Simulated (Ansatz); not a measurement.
K2NaInF6:
```yaml
crystal:
  lattice:
    - [0.00000, 4.31210, 4.31210]
    - [4.31210, 0.00000, 4.31210]
    - [4.31210, 4.31210, 0.00000]
  atoms:
    - { symbol: K, position: [0.75000, 0.75000, 0.75000] }
    - { symbol: K, position: [0.25000, 0.25000, 0.25000] }
    - { symbol: Na, position: [0.50000, 0.50000, 0.50000] }
    - { symbol: In, position: [0.00000, 0.00000, 0.00000] }
    - { symbol: F, position: [0.76016, 0.23984, 0.23984] }
    - { symbol: F, position: [0.23984, 0.76016, 0.76016] }
    - { symbol: F, position: [0.23984, 0.76016, 0.23984] }
    - { symbol: F, position: [0.76016, 0.23984, 0.76016] }
    - { symbol: F, position: [0.23984, 0.23984, 0.76016] }
    - { symbol: F, position: [0.76016, 0.76016, 0.23984] }
```

Relaxed with HSE06.

### Question
Give the Bader charges and basin volumes of the independent atoms, DFT-HSE06 in the program Ansatz with PAW potentials.

### Answer


| atom | Bader charge (e) | Bader volume (Å³) |
|---|---|---|
| K1 | +0.92 | 20.8 |
| Na3 | +0.90 | 7.6 |
| In4 | +2.18 | 10.7 |
| F5 | -0.82 | 16.7 |

Space group Fm-3m. The workflow started from a Materials Project entry (that database holds measured and hypothetical structures alike); the Crystallography Open Database copy checked does not list it. Whether it is the stable phase at ambient conditions was not checked. The cell was relaxed with HSE06 under the symmetry of its start; whether a distortion lowers the energy is not shown.

Potentials: the later of the program's two PAW sets.
